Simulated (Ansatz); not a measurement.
# Field gradients at the nuclei in LiBH4

The cell is a Materials Project structure (computed, not necessarily an observed phase), atoms as given.

Space group Pnma (No. 62); a = 8.4914, b = 4.3174, c = 5.7110 Å.

| site | Wyckoff | site symmetry | x | y | z |
| --- | --- | --- | --- | --- | --- |
| Li | 4c | .m. | 0.8545 | 0.7500 | 0.9197 |
| B | 4c | .m. | 0.3631 | 0.2500 | 0.3475 |
| H9 | 8d | 1 | 0.2813 | 0.4793 | 0.3185 |
| H17 | 4c | .m. | 0.4688 | 0.2500 | 0.2037 |
| H21 | 4c | .m. | 0.4120 | 0.2500 | 0.5485 |

One atom of each set is listed.

All values are calculated (Ansatz; DFT, PBE, plane waves and PAW, scalar-relativistic, 420 eV cutoff, Γ-centred 4×7×5 k-points, Fermi–Dirac smearing 0.02 eV), not measured.

V_zz is the principal component of the electric field gradient with the largest magnitude, η = (V_xx − V_yy)/V_zz and C_Q = eQV_zz/h.

6Li: I = 1, Q = -0.8080 mb; B-11: I = 3/2, Q = 40.59 mb; 2H: I = 1, Q = 2.858 mb. Quadrupole moments are those of Pyykkö's year-2017 table.

Problem. Give the quadrupolar parameters of the distinct sites.

Solution. 

```
site  atoms                              first shell  V_xx, V_yy, V_zz (10²¹ V/m²)     η  C_Q (MHz)
  Li      4                       8 H at 1.94–2.22 Å          0.004, 0.013, -0.017  0.55      0.000
   B      4                            4 H at 1.22 Å           0.094, 0.096, -0.19  0.01     -0.186
  H9      8  1 B at 1.22 Å; also 2 Li at 2.00–2.04 Å            -0.66, -1.08, 1.74  0.24      0.120
 H17      4       1 B at 1.22 Å; also 1 Li at 1.94 Å            -0.77, -1.02, 1.79  0.14      0.124
 H21      4                            1 B at 1.22 Å            -0.84, -0.88, 1.72  0.03      0.119
```

At H9, H17 and H21 V_zz points along its bond to B (within 3°) in each case.

The lattice is static: at room temperature BH₄ may turn and average the couplings of its hydrogen.
